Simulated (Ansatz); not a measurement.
Sn (diamond, Fd-3m) at seven volumes, plane-wave PAW LDA (Ansatz code), scaled uniformly. One row is withheld.

```json
[
 {"V (Å³/atom)": "30.862", "P (GPa)": "5.30"},
 {"V (Å³/atom)": "31.879", "P (GPa)": "?"},
 {"V (Å³/atom)": "32.896", "P (GPa)": "1.46"},
 {"V (Å³/atom)": "33.914", "P (GPa)": "0.00"},
 {"V (Å³/atom)": "34.931", "P (GPa)": "-1.23"},
 {"V (Å³/atom)": "35.949", "P (GPa)": "-2.26"},
 {"V (Å³/atom)": "36.966", "P (GPa)": "-3.12"}
]
```

Fit the shown pressures and predict the withheld one.

Third-order Birch–Murnaghan: P = (3/2)B₀(x^(7/2) − x^(5/2))[1 + (3/4)(B′ − 4)(x − 1)] with x = (V₀/V)^(2/3). Least squares on the six rows gives V₀ = 33.912 Å³/atom, B₀ = 44.64 GPa, B′ = 4.89. At V = 31.879, x = 1.0421 and P = 3.21 GPa. The run itself gave 3.20 GPa.

This is a known low-temperature phase of the composition, computed here at zero pressure and temperature. Symmetry was held in the LDA relaxation; its stability against distortions is not shown here. Scalar-relativistic: spin–orbit coupling is off unless named, which matters more the heavier the elements.

Potentials: the earlier of the program's two PAW sets. The files were generated under PBE; for other functionals the program regenerates the frozen cores, and for LDA and PBEsol the local potential too.
